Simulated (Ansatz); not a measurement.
Theory: DFT PBE, scalar-relativistic, plane waves, PAW in Ansatz 0.2.0. Settings: cutoff 420 eV, Γ-centred meshes spaced at most about 0.3 Å⁻¹, and about 0.25 Å⁻¹ or finer for metals (2π included), Gaussian smearing. No spin polarisation in the final relaxations.

These are static total energies at zero pressure.

Compare these two cells of InP2N3, each relaxed at this level.

A. Space group C2/m (No. 12), monoclinic, a = 6.697 Å, b = 3.160 Å, c = 7.797 Å, β = 104.8°. In is surrounded by 4 N at 2.29 Å and 2 N at 2.49 Å; around P lie 1 N at 1.63 Å and 2 N at 2.04 Å; N on a site of symmetry 2/m has 4 P at 2.04 Å; N on a site of symmetry m has 1 P at 1.63 Å, 2 In at 2.29 Å and 1 In at 2.49 Å.

B. Space group P4mm (No. 99), tetragonal, a = 2.996 Å, c = 11.296 Å. In has 4 N at 2.49 Å; around P on its first site lie 1 N at 1.58 Å and 1 N at 1.79 Å; P on its second site has 1 N at 1.77 Å and 4 N at 2.15 Å; N on its first site is surrounded by 1 P at 1.79 Å and 4 P at 2.15 Å; around N on its second site lie 1 P at 1.58 Å and 4 In at 2.49 Å; 1 more site not described.

Question: Which is lower in energy, and by how much?

Answer: A is lower, by 24 meV/atom. A has space group C2/m (No. 12), 13.3 Å³/atom and no gap on its mesh; B has space group P4mm (No. 99), 16.9 Å³/atom and no gap. Counting N atoms around In and P (those within 1.25 times the shortest such distance or 1.15 times the sum of covalent radii; a plus sign parts nearer from farther groups; a slash parts the counts of unlike sites), A has In 6, P 1+2 and B has In 4, P 1+1/1+4. Even the lower one lies +0.59 eV/atom against the reference forms of the elements (uncorrected), so neither is stable at this level. Both come from invented guesses.

No dispersion correction is applied, so the spacing and binding between layers, chains or molecules are poorly described (P4mm), and this can change margins and order among such cells. A magnetic state wasn't ruled out in cells without spin, among them P4mm. Cells relaxed within their symmetry can be saddle points.
